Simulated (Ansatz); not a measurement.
**Kick test of a cell of Zn₂CdSe₃**

It was reached by relaxing an invented guess, and it needn't be the stable form of this composition.

All numbers below come from DFT PBE, scalar-relativistic, plane waves, PAW (Ansatz). Plane waves to 420 eV, a k mesh through Γ of 6×6×4 on the computed 6-atom cell and Gaussian smearing (0.02 eV); no spin polarisation.

The cell below (6 atoms, space group P3m1 (No. 156)) is relaxed within its symmetry.

```xyz
6
Lattice="4.1536 0.0000 0.0000 -2.0768 3.5971 0.0000 0.0000 0.0000 10.2530" Properties=species:S:1:pos:R:3 pbc="T T T"
Zn    0.0000    0.0000    0.0752
Zn    2.0768    1.1990    3.3325
Cd    0.0000    2.3981    6.8786
Se    0.0000    0.0000    2.5581
Se    2.0768    1.1990    5.8068
Se    0.0000    2.3981    9.5444
```

For the test a repeat of it with 12 atoms (edges 4.15, 4.15, 20.51 Å) was strained at random (σ = 1.5 % a component), the atoms were moved at random (σ = 0.15 Å), and all was relaxed again on a coarse 6×6×1 mesh (in the run’s order of axes) with 0.10 eV smearing, with no symmetry imposed.

Question: Does it come back?

Answer: It returns, within 1 meV/atom of the unmoved cell on that mesh and with the same symmetry when read at 0.1 Å (Cm at 0.01 Å, so small strains and shifts remain). So it is stable against the distortions that fit this cell and that this random move excites. Modes that don't fit the cell aren't tested.
